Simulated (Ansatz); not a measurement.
A geometry of Mo away from equilibrium: the start of the relaxation of a generated cell, Mo built in the AFLOW prototype A_oC4_63_c (A20). Method: r2SCAN (plane waves to 500 eV, PAW, scalar-relativistic; Ansatz, an electronic-structure program). Γ-centred k-mesh 14×14×7 on the run's cell (coarser than for final values), Fermi–Dirac smearing 0.05 eV.

```xyz
2
Lattice="1.2975 -2.6771 0.0000 1.2975 2.6771 0.0000 0.0000 0.0000 4.4991" Properties=species:S:1:pos:R:3:forces:R:3 pbc="T T T" free_energy=-9934.099 pressure_GPa=9.7
Mo     1.2975    -2.1295     1.1248    0.0000    1.1733    0.0000
Mo     1.2975     2.1295     3.3744    0.0000   -1.1733    0.0000
```

Positions in Å, forces in eV/Å, free energy of the cell in eV (comparable only within this code, potentials and settings). Largest force: 1.17 eV/Å, on Mo1, Mo2 (atoms numbered as listed); the geometry lies 0.15 eV/atom above the end of its relaxation.

No spin polarisation in the result.

The run could not lose the symmetry of its start, so the end can be a saddle point.

The end of the path is a generated cell of Mo: the first start was made by placing the elements on the sites of a structure type, and the end was not matched to a known phase here, so it may be hypothetical. Known forms of Mo include space group No. 229.
